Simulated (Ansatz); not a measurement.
HfNi$_{4}$As$_{2}$:
```
HfNi4As2
1.0
    6.99951     0.00000     0.00000
    0.00000     6.99951     0.00000
    0.00000     0.00000     3.71934
Hf Ni As
2 8 4
Direct
  0.50000   0.50000   0.00000
  0.00000   0.00000   0.50000
  0.15620   0.59029   0.50000
  0.84380   0.40971   0.50000
  0.90971   0.65620   0.00000
  0.09029   0.34380   0.00000
  0.65620   0.90971   0.00000
  0.34380   0.09029   0.00000
  0.40971   0.84380   0.50000
  0.59029   0.15620   0.50000
  0.71651   0.71651   0.50000
  0.28349   0.28349   0.50000
  0.78349   0.21651   0.00000
  0.21651   0.78349   0.00000
```

This is the r²SCAN-relaxed structure.

Question: All from DFT-r²SCAN in the program Ansatz with PAW potentials, unless another level is named. Give the electronic character.

Answer: metallic (no gap).

Question: What about the density of states at the Fermi level?

Answer: 0.92 states/eV per atom (mean over ±0.08 eV).

Space group P4_2/mnm. The workflow started from a Materials Project entry (that database holds measured and hypothetical structures alike); the Crystallography Open Database copy checked does not list it. Its standing as an ambient phase is unchecked. Symmetry was held in the r²SCAN relaxation; its stability against distortions is not shown here. No spin polarisation was allowed. Spin–orbit coupling is left out wherever it is not named.

Potentials: the later of the program's two PAW sets.
